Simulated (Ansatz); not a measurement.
A trial cell of Li3SeF, before relaxation:

```cif
data_structure
_symmetry_space_group_name_H-M 'P 1'
_symmetry_Int_Tables_number 1
_cell_length_a 5.6034
_cell_length_b 5.6034
_cell_length_c 4.7069
_cell_angle_alpha 90.000
_cell_angle_beta 90.000
_cell_angle_gamma 120.000
_cell_volume 127.99
loop_
_atom_site_label
_atom_site_type_symbol
_atom_site_fract_x
_atom_site_fract_y
_atom_site_fract_z
_atom_site_occupancy
Li1 Li 0.83333 0.66667 0.75000 1
Li2 Li 0.33333 0.16667 0.75000 1
Li3 Li 0.83333 0.16667 0.75000 1
Li4 Li 0.16667 0.33333 0.25000 1
Li5 Li 0.66667 0.83333 0.25000 1
Li6 Li 0.16667 0.83333 0.25000 1
Se1 Se 0.33333 0.66667 0.75000 1
Se2 Se 0.66667 0.33333 0.25000 1
F1 F 0.00000 0.00000 0.00000 1
F2 F 0.00000 0.00000 0.50000 1
```

Level of theory: DFT PBE, scalar-relativistic, plane waves, PAW (Ansatz). Cutoff 420 eV, Gaussian smearing, Γ-centred meshes. Cell and atoms relax on a converged mesh. The steps can't lower the symmetry of their start. No spin polarisation.

A guess keeps its type if space group and coordination stay and the shape of the cell changes little (axis ratios within about 15 %, angles within 6°); the volume may change.

Question: Does this structure survive the relaxation?

Answer: It keeps its type. The symmetry stays P6_3/mmc (No. 194). The volume per atom grows by 3.6 %, from 12.8 to 13.3 Å³. The shortest distance goes from 2.00 Å (Li–F) to 1.97 Å (Li–F). The ratio c/a of the conventional cell changes by a factor of 1.03. Counting neighbours within 15 % of an atom's shortest distance, the start has F 6, Li 2, Se 12 and the end F 6, Li 2, Se 12.

Formation energies are uncorrected and refer to the elements' standard structures at the same level (F₂ as a molecule).

Question: At what energy does it end?

Answer: −1.840 eV/atom. It lies below the elements, which doesn't yet make it stable against other compounds or structures.

The last run used a 6×6×6 mesh for its 10-atom cell and Gaussian smearing of 0.02 eV. The reference form of Se is held partly by dispersion forces, which this level lacks. A structure relaxed within its symmetry needn't be a true minimum.
